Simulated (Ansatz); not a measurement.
**Property card for Na₂HF**

Method: DFT PBE, scalar-relativistic, plane waves, PAW in Ansatz.

Cutoff 420 eV; k points 9×9×4 on the computed 4-atom cell (Γ-centred); Gaussian smearing, width 0.02 eV; no spin polarisation.

The structure is relaxed at this level of theory with its symmetry kept, and needn't be the ground state of this composition.

Space group P-6m2 (No. 187), hexagonal, a = 3.293 Å, c = 5.781 Å. Na has 3 F at 2.38 Å and 3 H at 2.40 Å; around H lie 6 Na at 2.40 Å; around F lie 6 Na at 2.38 Å.

```json
{"Volume per atom": "13.58 Å³", "Formation energy from the elements' standard states (uncorrected)": "-1.405 eV/atom", "Kohn–Sham band gap": "3.20 eV, indirect from K to A", "Orbital (Löwdin) character of the top 1 eV of the valence band": "H 1s 87 %, Na 3s 9 %", "Orbital (Löwdin) character of the lowest 1 eV of the conduction band": "Na 3s 82 %, F 2s 9 %, unprojected 5 %", "Electron masses at the edge by direction of the standard setting (m_e; one valley, along these axes only; no spin-orbit coupling)": "x: 0.68; y: 0.68; z: 0.38", "Hole masses at the edge by direction of the standard setting (m_e; one valley, along these axes only; no spin-orbit coupling)": "x: 1.1; y: 1.1; z: 12", "Bader charge by site (e)": "Na (2 in the cell) 0.84, H (1 in the cell) -0.79, F (1 in the cell) -0.89"}
```

The cell was found from a structure generator's guess, not taken from experiment. Kohn–Sham gaps at this level usually fall short of measured ones. Löwdin shares on free-atom orbitals overweight diffuse shells in the empty bands.
